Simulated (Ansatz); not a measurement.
**¹¹⁹Sn Mössbauer parameters in Mn3Sn**

Cell: a structure deposited in the COD, its atoms then relaxed with PBE in this cell.

```
Mn Sn
1.0
     5.67000    0.00000    0.00000
    -2.83500    4.91036    0.00000
     0.00000    0.00000    4.53000
Mn Sn
6 2
Direct
  0.83849 0.67697 0.25000
  0.16151 0.83849 0.75000
  0.32303 0.16151 0.25000
  0.16151 0.32303 0.75000
  0.83849 0.16151 0.25000
  0.67697 0.83849 0.75000
  0.33333 0.66667 0.25000
  0.66667 0.33333 0.75000
```

Atoms are numbered from 1 in the order listed; like atoms form one site, named after its first atom.

All values are calculated (Ansatz; DFT, r2SCAN, plane waves and PAW, scalar-relativistic, collinear spin, 500 eV cutoff, Γ-centred 7×7×7 k-points, Fermi–Dirac smearing 0.05 eV), not measured. Start moments as typed (μB): 4 -4 4 -4 4 -4 0 0 by atom.

Isomer shifts (against SnO₂) follow from the electron density at the nucleus, δ = α(ρ − ρ₀), with α = 0.093 mm s⁻¹ a₀³ and ρ₀ = 183072.84 a₀⁻³ from a line fitted to 8 measured compounds at this level of theory (rms miss 0.14 mm/s). ΔE_Q = ½eQV_zz(1 + η²/3)^½ with Q = -0.132 b for the 23.9 keV state. B_c is the Fermi-contact field along the atom's own moment; orbital and dipolar fields are not included.

**Question.** Give the isomer shift and quadrupole splitting and contact field of each Sn site.

**Answer.** 

```tsv
site	atoms	first shell	ρ − ρ₀ (a₀⁻³)	δ (mm/s)	ΔE_Q (mm/s)	η	|m| (μB)	B_c (T)
Sn	7, 8	12 Mn at 2.82–2.84 Å	16.3	1.51	0.04	0.00	0.00	23.8
```

The shift of Sn is between ionic Sn(IV) and covalent tin.

At this cell the principal stresses reach 5 GPa in size with r2SCAN, which can matter for small gradients. Runs of this kind can end above the lowest electronic state. The program didn't check the stability of this electronic state in full, so a lower one may lie near. The run finds no gap above 0.1 eV (a metal, or nearly one), so the gradients can move by 10 % or more with the k-mesh. Without spin–orbit coupling (the program notes it for Sn) the gradients can shift somewhat, as the gap is small. With these PAW files V_zz is typically within 2 to 3 % of all-electron values, but misses above 10 % occur on Sn. The magnetic order is the one that the run reached from its start moments, not necessarily the measured one; the program found signs of a lower order.

The run took 4.7 min of wall time (4.7 min of CPU time) and 1.2 GiB at its peak, on 1 thread of Arm Neoverse V2 (aarch64; 8 cores open to the job, memory cap 3.0 GiB, no GPU), a shared host with a load of 0.3 a core.
